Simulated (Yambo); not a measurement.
Yambo run on C (space group C2/m, No. 12, within 0.06 Å of R-3m). The wavefunctions come from this Quantum ESPRESSO step (LDA, PseudoDojo standard norm-conserving files, scalar-relativistic):

```
&CONTROL
  calculation = 'nscf'
  pseudo_dir = './pseudo'
  outdir = './out'
/
&SYSTEM
  ibrav = 0
  nat = 2
  ntyp = 1
  ecutwfc = 82.0
  ecutrho = 328.0
  occupations = 'fixed'
  force_symmorphic = .true.
  nbnd = 69
/
&ELECTRONS
  conv_thr = 2e-09
  diago_full_acc = .true.
  diago_thr_init = 1e-08
/
ATOMIC_SPECIES
C 12.0110 C.upf
CELL_PARAMETERS angstrom
  2.127320000000  -1.228280000000   0.000000000000
  2.127320000000   1.228280000000   0.000000000000
 -1.379069000000   0.000000000000   3.502835000000
ATOMIC_POSITIONS crystal
C   0.833360000000   0.833360000000   0.000090000000
C   0.166640000000   0.166640000000   0.999910000000
K_POINTS automatic
6 6 4 0 0 0
```

Yambo input:

```
rim_cut
gw0
dyson
el_el_corr
HF_and_locXC
ppa
em1d
RandQpts= 1000000
RandGvec= 1 Ry
EXXRLvcs= 82 Ry
VXCRLvcs= 328 Ry
Chimod= "HARTREE"
% BndsRnXp
 1 | 68 |
%
NGsBlkXp= 14 Ry
% LongDrXp
 1.0 | 1.0 | 1.0 |
%
PPAPntXp= 27.2114 eV
% GbndRnge
 1 | 68 |
%
GTermKind= "BG"
DysSolver= "n"
ExtendOut
% QPkrange
 42 | 42 | 4 | 5 |
 44 | 44 | 4 | 5 |
%
```

k points by index: 42 = (0.333, -0.333, 0), 44 = (0.333, -0.333, -0.5).

Table of the .qp output:

```
#    K-point    Band    Eo [eV]    E [eV]    E-Eo [eV]    Vxc [eV]    Vnlxc [eV]    Sc|Eo [eV]    Sc|E [eV]    dSc/dw|Eo [eV]    Re(Z)    Im(Z)
#
    42    4    0.000000    -0.009122    -0.009122    -13.77085    -13.57886    -0.203685    -0.201111    -7.653305    0.780483    -0.001346
    42    5    0.507542    0.570988    0.063445    -14.20429    -11.24009    -2.882622    -2.900753    -7.769643    0.777887    -0.001358
    44    4    -0.044144    -0.055388    -0.011244    -13.72147    -13.53630    -0.199580    -0.196414    -7.640214    0.780776    -0.001346
    44    5    0.481443    0.542555    0.061112    -14.19618    -11.25419    -2.863420    -2.880884    -7.769380    0.777893    -0.001354
```
(The two width columns are left out.) Convergence of these settings isn't established.

Geometry of the Materials Project entry, not relaxed at this level.

This is not the ordinary phase of the substance; no match was found in the copy of COD used, and its stability was not checked.

The distance between layers or molecules is the database entry's, not relaxed here. Functionals without dispersion can leave it too large, which widens gaps and weakens the response across layers: the numbers belong to this cell.
